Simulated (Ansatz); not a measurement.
A sound run on Cr (Im-3m), U = 1 eV on Cr d (DFT, PBE+U, PAW with Ansatz's default frozen-core files, scalar-relativistic (Ansatz 0.2.0)):

```yaml
crystal:
  lattice:
    - [2.9688993551, 0.0, 0.0]
    - [0.0, 2.9688993551, 0.0]
    - [0.0, 0.0, 2.9688993551]
  atoms:
    - { symbol: Cr, position: [0.0, 0.0, 0.0], spin: -3.0 }
    - { symbol: Cr, position: [0.5, 0.5, 0.5], spin: 3.0 }
magnetization:
  spin_polarized: true
kpoints:
  mp_grid: { grid: [11, 11, 11] }
scf:
  occupations: { method: fermi_dirac, width: 0.05 }
hamiltonian:
  xc: pbe
  pseudopotentials: { kind: paw }
  hubbard: { sites: [{ species: Cr, l: d, u_eff: 1 }] }
output:
  forces: true
  stress: true
  eigenvalues: true
  hubbard: { sites: [{ species: Cr, l: d }] }
  populations: true
  write_density: true
  write_potential: true
  elf: true
  volumetric_format: npy
```

It converged in 12 iterations. Site moments (μB): Cr1 -2.53, Cr2 2.53. Cell moment 0.00 μB. Pressure 3.50 GPa.

The input is then changed, output keys apart:

```diff
+  symmetry: { detect: false }
+accuracy: low
```

What does the program do with it?

Self-consistency was reached. Free energy -6753.5440 eV against -6753.5440 eV, cell moment 0.00 μB, pressure 3.50 GPa. The change did no harm here: the energy is that of the sound run to 1 meV per atom.
```
Cr: projections on atomic orbitals take those of the free atom [Ne] 3s2 3p6 3d5 4s1, of charge +0.00 (hamiltonian.pseudopotentials.projection_atoms); the dataset's partial waves leave at most 7.0e-7 of an orbital's norm unspanned inside its sphere
Engine: ansatz 0.2.0
Pseudopotentials: kind: paw
Pseudopotential: Cr, paw, valence charge 14, recommended cutoff 420 eV (normal), Cr.paw.azcp
Functional definition: PBE
  parameter kappa = 0.804
  parameter beta = 0.06672455060314922
  exchange = pbe_x(kappa = kappa, mu = beta*pi^2/3)
  correlation = pbe_c(beta = beta)
Crystal: 2 atoms, lattice volume = 26.169 Å³
Basis set: ecut = 420 eV, 485 PW (Γ), exchange–correlation on 40×40×40 points (8 copies of the dense FFT grid, shifted against one another)
Bands: 21, of which v1, the nominal top of the filled ones, is band 14 counted from 1 (13 counted from 0)
Symmetry: 1 space group operations
k-points: 666 of 1331 (time reversal used)
Non-local potential: Cr, projectors of the file, l = 0: 3, l = 1: 2, l = 2: 3, l = 3: 1
PAW form: soft (Blöchl's): semilocal exchange-correlation on the pseudo side does not see the compensation charge
PAW one-centre angular grid: Cr, 590 points (default); XC on 64 Gauss nodes
Initial density: superposition of atomic densities (chi_scale 0.1, normalization cell)
Starting moments: Σ|m| = 6 μB on 2 of 2 sites
[...]
  atom   1  Cr     0.00000002    -0.00000000     0.00000003
  atom   2  Cr     0.00000033     0.00000008     0.00000005
  max |Σ_I F_I| component: 3.43e-7 eV/Å
--- Stress (GPa, compression-positive) ---
        3.504962       0.000000       0.000000
        0.000000       3.504963       0.000000
        0.000000       0.000000       3.504963
  P = ⅓ Tr σ = 3.5050 GPa (35.050 kbar)
--- Band table (eV; the first three rows and the last of 1332) ---
  k-point 0 ↑: bands = ["-55.6308", "-52.9430", "-26.9420", "-26.9420", "-26.9420", "-24.2608", "-24.2608", "-24.2608", "9.3980", "13.2479", "13.2479", "15.7393", "15.7393", "15.7393", "18.6826", "18.6826", "20.1003", "20.1003", "20.1003", "26.3778", "26.3778"]
  k-point 1 ↑: bands = ["-55.6298", "-52.9426", "-26.9490", "-26.9399", "-26.9399", "-24.2718", "-24.2617", "-24.2617", "9.5614", "13.3212", "13.3263", "15.7094", "15.7094", "15.7738", "18.5843", "18.7176", "19.9002", "19.9002", "20.0551", "25.5845", "26.7654"]
  k-point 2 ↑: bands = ["-55.6270", "-52.9414", "-26.9678", "-26.9345", "-26.9345", "-24.3013", "-24.2644", "-24.2644", "10.0376", "13.5302", "13.5329", "15.6310", "15.6310", "15.8702", "18.3043", "18.7978", "19.4365", "19.4365", "19.9301", "23.9398", "27.7897"]
  k-point 665 ↓: bands = ["-55.6166", "-52.9358", "-27.0310", "-26.9297", "-26.9243", "-24.3883", "-24.2812", "-24.2749", "12.7446", "13.6415", "14.5313", "15.1160", "15.5483", "15.8496", "17.5008", "18.1266", "18.3560", "18.9900", "19.6095", "20.7136", "30.8082"]
Occupation matrices written to <dir>
--- Löwdin populations: 2 sites ---
  site symbol       q [e]    m [muB]
     0     Cr     13.8849    -2.8803
     1     Cr     13.8849     2.8803
  spilling = 0.008221 (of n_electrons = 28.000000)
```
